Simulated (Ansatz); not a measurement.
One crystal and one scan (energy against volume) at two levels, PBE (plane waves to 420 eV, PAW, scalar-relativistic; Ansatz, a first-principles code) and r2SCAN (plane waves to 500 eV, PAW, scalar-relativistic; Ansatz), each from its own relaxed cell and on its own mesh. The cell shown is that of PBE.

TiO2 (rutile)

```
CELL_PARAMETERS angstrom
      4.64353     0.00000     0.00000
      0.00000     4.64353     0.00000
      0.00000     0.00000     2.96370
ATOMIC_POSITIONS crystal
  Ti 0.00000 0.00000 0.00000
  Ti 0.50000 0.50000 0.50000
  O  0.30512 0.30512 0.00000
  O  0.80512 0.19488 0.50000
  O  0.19488 0.80512 0.50000
  O  0.69488 0.69488 0.00000
```

The volume is varied about the relaxed value V₀ at fixed cell shape. The atoms relax within the cell's symmetry.

E stands for the smeared free energy. The PAW data are Ansatz's earlier set. TiO2 is run without spin polarisation. TiO2 was relaxed with its symmetry unable to fall. With the shape held, the modulus is that of even scaling; a crystal free to change shape is softer. Both scans cover V/V₀ from 0.840 to 1.160.

ΔE (meV/atom), each from the relaxed starting cell of its own level:

| V/V₀ | PBE | r2SCAN |
|---|---|---|
| 0.840 | 251.1 | 272.9 |
| 0.867 | 164.8 | 179.3 |
| 0.893 | 99.8 | withheld |
| 0.920 | 53.2 | 58.0 |
| 0.947 | 22.4 | 24.5 |
| 0.973 | 5.3 | 5.8 |
| 1.000 | 0.0 | 0.0 |
| 1.027 | 4.8 | 5.3 |
| 1.053 | 18.2 | 20.1 |
| 1.080 | 39.1 | 43.1 |
| 1.107 | 66.2 | 73.1 |
| 1.133 | 98.7 | 109.1 |
| 1.160 | 135.6 | 150.1 |

Estimate the r2SCAN value at 0.893 from the PBE value there and the ratio of the two levels in the two nearest given rows on that side of the minimum.

At 0.867 and 0.920 the ratio r2SCAN/PBE averages 1.089, which gives 1.089 × 99.8 = 108.7 meV/atom. The calculation gives 108.7 meV/atom, +8.9 % against PBE.

(Under strain, the slope of the energy per volume gives the stress and its curvature an elastic modulus.)
